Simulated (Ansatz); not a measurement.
BaHCl:
```xyz
6
Lattice="4.4004 0.0000 0.0000 0.0000 4.4004 0.0000 0.0000 0.0000 7.2358" Properties=species:S:1:pos:R:3 pbc="T T T"
Ba     0.0000     2.2002     5.7344
Ba     2.2002     0.0000     1.5014
H      2.2002     2.2002     0.0000
H      0.0000     0.0000     0.0000
Cl     2.2002     0.0000     4.7316
Cl     0.0000     2.2002     2.5042
```

Relaxed with r²SCAN.

Give the Bader charges and basin volumes of the independent atoms, r²SCAN (plane waves, PAW; program Ansatz).



```json
[
 {"atom": "Ba1", "Bader charge (e)": "+1.53", "Bader volume (Å³)": "26.2"},
 {"atom": "H3", "Bader charge (e)": "-0.70", "Bader volume (Å³)": "12.2"},
 {"atom": "Cl5", "Bader charge (e)": "-0.83", "Bader volume (Å³)": "31.7"}
]
```

Space group P4/nmm. The first step of the workflow began from a Materials Project structure, measured or hypothetical; the Crystallography Open Database files this formula in space group No. 129, but the cells were not matched. Whether it is the stable phase at ambient conditions was not checked. Symmetry was held in the r²SCAN relaxation; whether a distortion lowers the energy is not shown. Scalar-relativistic: spin–orbit coupling is off unless named, which matters more the heavier the elements.

Potentials: the later of the program's two PAW sets.
